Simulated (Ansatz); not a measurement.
HfRh3: sound and stiffness along [100], [110] and [111]

The calculation used Ansatz 0.2.0, DFT LDA, scalar-relativistic, plane waves, PAW. Plane waves to 420 eV; Γ-centred k mesh 12×12×12; Fermi-Dirac smearing of 0.15 eV. No spin polarisation.

Relaxed structure:
```
Hf Rh
1.0
     3.86670    0.00000    0.00000
     0.00000    3.86670    0.00000
     0.00000    0.00000    3.86670
Hf Rh
1 3
Direct
  0.00000 0.00000 0.00000
  0.00000 0.50000 0.50000
  0.50000 0.00000 0.50000
  0.50000 0.50000 0.00000
```

In a metal, frequencies and elastic constants depend on the k mesh and the smearing, soft modes and shear constants most. Spin–orbit coupling is left out, which can shift energies with elements as heavy as these.

With ions relaxed, on the cubic axes: C11 = 374.4, C12 = 205.0, C44 = 173.0 GPa. The density is 13.994 g/cm³.

**Question.** Is the crystal stable against strain, and how anisotropic is it?

**Answer.** Born's conditions hold: C11 + 2C12 = 784.4, C11 − C12 = 169.4 and C44 = 173.0 GPa are all positive. B = (C11 + 2C12)/3 = 261.4 GPa. The two shear moduli are C44 and C′ = (C11 − C12)/2 = 84.7 GPa, so Zener's ratio is A = C44/C′ = 2.04: the tetragonal shear C′ is the soft one, as in many fcc and bcc metals and zincblende crystals. The Cauchy pressure C12 − C44 is 32.0 GPa; it would vanish for pair forces between atoms on inversion centres at zero pressure, and a positive value is usual with metallic or many-body binding, and where atoms off inversion centres relax under shear, which lowers C44.

**Question.** Give the sound speeds along the three symmetry directions.

**Answer.** The Christoffel equation gives ρv² for each branch:
```csv
direction,branch,ρv²,GPa,v (m/s)
[100],L,C11,374.4,5172
[100],T (×2),C44,173.0,3516
[110],L,(C11 + C12 + 2C44)/2,462.7,5750
[110],"T, u ∥ [001]",C44,173.0,3516
[110],"T, u ∥ [1-10]",(C11 − C12)/2,84.7,2460
[111],L,(C11 + 2C12 + 4C44)/3,492.1,5930
[111],T (×2),(C11 − C12 + C44)/3,114.1,2856
```

**Question.** How does Young's modulus depend on direction?

**Answer.** Inverting gives S11 = 4.361, S12 = -1.543, S44 = 5.781 TPa⁻¹. Along a unit vector (l, m, n), 1/E = S11 − 2(S11 − S12 − S44/2)(l²m² + m²n² + n²l²), where the last bracket is 0, 1/4 and 1/3 for [100], [110] and [111]: E = 229, 350 and 425 GPa. With A > 1 the body diagonal is stiffest. For a film on (001), the biaxial modulus is C11 + C12 − 2C12²/C11 = 355 GPa and the normal strain is −2C12/C11 = -1.10 times the in-plane one.

Cost: 2 runs of about 19 core-minutes in all, on Intel Xeon Platinum 8259CL (Skylake/Cascade Lake) (shared hosts).